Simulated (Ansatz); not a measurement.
Relaxation of a relaxed CoPdO2 cell deformed by the Cartesian strain tensor (xx, yy, zz, yz, xz, xy) = (0.100, 0.002, 0.169, 0.031, 0.018, 0.006); 4 atoms in the cell, which starts as P-1 (No. 2), aP4; a = 2.877 Å, b = 2.909 Å, c = 6.973 Å, α = 82.33°, β = 80.46°, γ = 64.71°. Calculation: PBEsol (plane waves to 420 eV, PAW, scalar-relativistic; Ansatz, an electronic-structure program). Γ-centred k-mesh 9×9×10 on the run's cell (coarser than for final values), Fermi–Dirac smearing 0.05 eV. This is the first round of the run. 

The optimiser's lines from the output (shortened; P is positive under compression):

```
relax step   1: F+E_penalty+E_count = -13117.85642264 eV  Δ(F+E_penalty+E_count) = +0.000e0 eV  max|allowed force component| = 1.337e0 eV/Å  Δτ_max = 0.0000 Å  P = -32.832 GPa  Ω = 51.906 Å³  (8 SCF iters, dr2 threshold 1.00e-7 eV, accepted)
relax step   2: F+E_penalty+E_count = -13118.90575313 eV  Δ(F+E_penalty+E_count) = -1.049e0 eV  max|allowed force component| = 6.896e-1 eV/Å  Δτ_max = 0.0032 Å  P = -26.048 GPa  Ω = 47.134 Å³  (8 SCF iters, dr2 threshold 4.00e-7 eV, accepted)
relax step   3: F+E_penalty+E_count = -13119.59976463 eV  Δ(F+E_penalty+E_count) = -6.940e-1 eV  max|allowed force component| = 7.926e-2 eV/Å  Δτ_max = 0.0046 Å  P = -14.144 GPa  Ω = 43.080 Å³  (9 SCF iters, dr2 threshold 4.00e-7 eV, accepted)
relax step   4: F+E_penalty+E_count = -13119.84585452 eV  Δ(F+E_penalty+E_count) = -2.461e-1 eV  max|allowed force component| = 4.497e-1 eV/Å  Δτ_max = 0.0203 Å  P = +1.482 GPa  Ω = 40.071 Å³  (9 SCF iters, dr2 threshold 4.00e-7 eV, accepted)
relax step   5: F+E_penalty+E_count = -13119.87651585 eV  Δ(F+E_penalty+E_count) = -3.066e-2 eV  max|allowed force component| = 5.283e-2 eV/Å  Δτ_max = 0.0245 Å  P = +0.102 GPa  Ω = 40.379 Å³  (8 SCF iters, dr2 threshold 4.00e-7 eV, accepted)
relax step   6: F+E_penalty+E_count = -13119.87676730 eV  Δ(F+E_penalty+E_count) = -2.514e-4 eV  max|allowed force component| = 1.496e-3 eV/Å  Δτ_max = 0.0025 Å  P = +0.030 GPa  Ω = 40.389 Å³  (6 SCF iters, dr2 threshold 4.00e-7 eV, accepted)
relax step   7: F+E_penalty+E_count = -13119.87674158 eV  Δ(F+E_penalty+E_count) = +2.572e-5 eV  max|allowed force component| = 4.351e-4 eV/Å  Δτ_max = 0.0001 Å  P = +0.003 GPa  Ω = 40.396 Å³  (6 SCF iters, dr2 threshold 7.34e-9 eV, accepted)
relax step   8: F+E_penalty+E_count = -13119.86214565 eV  Δ(F+E_penalty+E_count) = +1.460e-2 eV  max|allowed force component| = 9.962e-4 eV/Å  Δτ_max = 0.0000 Å  P = -0.506 GPa  Ω = 40.396 Å³  stress off target by 5.96e-1 GPa  SCF on the basis re-selected at this cell (its energy is not comparable with the rows above)  (9 SCF iters)
relax step   9: F+E_penalty+E_count = -13119.86270881 eV  Δ(F+E_penalty+E_count) = -5.632e-4 eV  max|allowed force component| = 5.061e-4 eV/Å  Δτ_max = 0.0005 Å  P = +0.001 GPa  Ω = 40.310 Å³  (6 SCF iters, dr2 threshold 4.00e-7 eV, accepted)
relax step  10: F+E_penalty+E_count = -13119.86230552 eV  Δ(F+E_penalty+E_count) = +4.033e-4 eV  max|allowed force component| = 3.719e-4 eV/Å  Δτ_max = 0.0000 Å  P = -0.013 GPa  Ω = 40.310 Å³  stress off target by 1.99e-2 GPa  SCF on the basis re-selected at this cell (its energy is not comparable with the rows above)  (8 SCF iters)
```

From the first to the last row the energy changes by -0.50 eV/atom and the volume by -22.3 %. The last row is marked as not comparable with the walk above it, whose basis was carried along; it does compare with step 1, since both stand on a basis selected at the nominal cutoff for their own cell.

Later rounds, restarted from the end of this one on a renewed k-mesh, logged 14 more steps and released under 0.01 eV/atom more. The final structure after all rounds: R-3m, hexagonal axes (No. 166), hR4; a = 2.815 Å, b = 2.815 Å, c = 17.629 Å, α = 90.00°, β = 90.00°, γ = 120.00°. Between re-selections the logged energies stand on a plane-wave basis carried along with the cell. No spin polarisation in the result. The relaxed primitive cell holds an odd number of electrons. A magnetic state may lie lower. No Hubbard U is applied. A magnetic insulating state can be missed without it.

The run could not lose the symmetry of its start.

The first start was generated by placing the elements on the sites of a structure type. Materials Project lists a structure of CoPdO2 in the same space group, R-3m (No. 166); the sites were not compared with it, nor with measured phases.
